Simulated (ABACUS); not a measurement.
A self-consistent single point of CdGeAs2 (I-42d, 8 atoms in the cell; from Materials Project mp-4953, changed as shown).

```xyz
8
Lattice="-3.0487 3.0487 5.7776 3.0487 -3.0487 5.7776 3.0487 3.0487 -5.7776" Properties=species:S:1:pos:R:3 pbc="T T T"
Cd     3.0487     0.0000     2.8888
Cd     0.0000     0.0000     5.7776
Ge     0.0000     0.0000     0.0000
Ge     0.0000     3.0487     2.8888
As     1.3488     4.5730     1.4444
As     1.5243     1.6998     4.3332
As     1.6998    -1.5243     7.2220
As     1.5243     1.3488    -1.4444
```

Level of theory: PBEsol, numerical atomic orbitals SZP (confined pseudo-atomic orbitals with Gaussian additions; energy shift 0.01 Ry), PseudoDojo 0.4 standard norm-conserving PBEsol (tails mended) pseudopotentials run with ABACUS.

ABACUS settings:

| setting | value |
|---|---|
| basis | SZP numerical atomic orbitals, energy shift 0.01 Ry |
| KPT | Gamma 8 8 8 0 0 0 |
| basis_type | lcao |
| ecutwfc | 100 Ry |
| smearing_method | fd |
| smearing_sigma | 0.00734986 Ry |
| potentials | PseudoDojo 0.4 standard norm-conserving PBEsol (tails mended) |
| symmetry | 1 |
| symmetry_prec | 1e-05 |
| ks_solver | genelpa |
| scf_nmax | 100 |
| scf_thr | 1.0e-07 |
| mixing_type | pulay |

Question: Estimate, at this level of theory: pressure and largest force (vector length).

Answer: The run gave:

- Pressure = -1.98 GPa
- Largest force (vector length) = 0.317 eV/Å

For comparison: a first run was changed to give this one (lattice scaled by 1.02), and from it to this one the free energy rises by 3.3 meV/atom, the pressure goes from 1.48 to -1.98 GPa and the largest force goes from 0.386 to 0.317 eV/Å.

The atom-centred basis is finite, which shifts total energies, pressures and forces against plane waves. A single-zeta basis is rough, for pressures and forces above all. The structure comes from a collection of computed structures, made at another level of theory; the collection holds predicted forms beside known ones.

Cost on one core: roughly 30 core-seconds.

The atomic orbitals were generated for these runs; they are not ABACUS's published sets and were checked against plane waves on a few crystals only.

“Tails mended”: in these copies of the files the far tail of each local potential was reset to the Coulomb form.
